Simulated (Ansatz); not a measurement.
**Property card for BeS**

BeS:
```xyz
8
Lattice="5.8096 0.0000 0.0000 0.0000 3.4443 0.0000 0.0000 0.0000 5.9079" Properties=species:S:1:pos:R:3 pbc="T T T"
Be     0.8353     0.8611     2.3869
Be     2.0695     2.5832     5.3409
Be     4.9743     2.5832     3.5210
Be     3.7401     0.8611     0.5671
S      4.5207     0.8611     2.4694
S      4.1937     2.5832     5.4234
S      1.2889     2.5832     3.4385
S      1.6159     0.8611     0.4846
```

Space group Pnma (No. 62); conventional cell a = 5.8096 Å, b = 3.4443 Å, c = 5.9079 Å, α = 90.00°, β = 90.00°, γ = 90.00°.

Method: LDA in the plane-wave PAW code Ansatz. Structure relaxed to zero pressure with the same functional. Other levels are named where they apply.

**Cell and energy**

* **Volume per atom**: 14.78 Å³
* **Density**: 2.31 g/cm³
* **Formation energy from the elements (no fitted shifts)**: -1.02 eV/atom

**Electronic structure**

Band gap: 3.45 eV (indirect)
Valence-band maximum: on the Y–Γ line, 94 % of the way from Y (k = 0.000, -0.031, 0.000 in fractions of the reciprocal vectors)
Conduction-band minimum: on the Y–Γ line, 26 % of the way from Y (k = 0.000, 0.372, 0.000 in fractions of the reciprocal vectors) (2 equivalent valleys)
Smallest direct gap on the standard path: 3.77 eV
Electron effective mass: 0.42, 0.52, 0.67 mₑ (principal values)
Hole effective mass: 0.29, 1.8, 15 mₑ (principal values)

**Mechanics**

- Bulk modulus (Birch–Murnaghan fit) = 42.1 GPa
- Pressure derivative B′ = 7.7
- Elastic constants (relaxed ions, GPa) = C11 = 47.8, C22 = 174, C33 = 164, C12 = 16.5, C13 = 19.9, C23 = 57.9, C44 = 55.4, C55 = 49.4, C66 = 23.9
- Mechanical stability = stable (all eigenvalues of C positive)
- Hill bulk and shear moduli = 52.3 and 41.0 GPa
- Young's modulus = 97.6 GPa
- Poisson's ratio = 0.19
- Debye temperature from the elastic constants = 564 K

**Dielectric response**

Electronic dielectric constant ε∞ (DFPT): 4.98 (xx), 5.23 (yy), 5.17 (zz)
Static dielectric constant ε0 (ions relaxed, cell fixed): 7.97 (xx), 6.95 (yy), 6.83 (zz)
Born charges (a third of the trace): Be +1.57, S -1.57 e

**Phonons**

Highest zone-centre frequency (without LO–TO term): 656 cm⁻¹
Zone-centre stability: no imaginary mode at Γ
Dynamical stability on the path: stable (no imaginary branch)
Zero-point energy: 72.6 meV/atom
Vibrational entropy at 300 K: 16.8 J/(K·mol of atoms)

The start of the workflow was typed in or built on a structure type; neither database checked (COD, Materials Project) lists it. COD files the formula under space group No. 216. Whether it is the stable phase at ambient conditions was not checked. The LDA relaxation kept the symmetry of its start. The volume moved by 19 % from the start of the relaxation. The references are the lowest solids computed at this level, not always the standard phases.

Potentials: the earlier of the program's two PAW sets. The files were generated under PBE; for other functionals the program regenerates the frozen cores, and for LDA and PBEsol the local potential too.
